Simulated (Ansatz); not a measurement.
Monolayer Ta2O5 (P2/m in the vacuum cell, 7 atoms; O with 2 neighbours (bent), Ta with 5 neighbours) is relaxed with r²SCAN+D4 (plane waves, PAW; program Ansatz). What in-plane lattice and thickness result?

a = 3.243 Å, b = 3.757 Å; 5.52 Å between the outermost nuclei.

Band gap: 3.17 eV (indirect). Valence-band maximum: at Y. Conduction-band minimum: at X. Ionisation potential (Kohn–Sham): 7.56 eV. Hole effective mass, in the valley at Y: 8.0 along x, 1.6 along y (mₑ). Electron effective mass with spin–orbit coupling, in the valley at X: 3.3 along x, 0.40 along y (mₑ). Hole effective mass with spin–orbit coupling, in the valley at Y: 8.0 along x, 1.6 along y (mₑ). HSE06 ionisation potential: 8.33 eV. Bader charges: O -1.25 to -1.15, Ta +2.98 e.

The layer was cut from a bulk entry of the Materials Project (measured or hypothetical); whether that bulk phase is the ambient one, and whether the layer has been isolated, was not checked. The r²SCAN+D4 relaxation kept the symmetry of its start; its stability against distortions is not shown here. No spin polarisation was allowed. Spin–orbit coupling is left out wherever it is not named.

Potentials: the later of the program's two PAW sets.
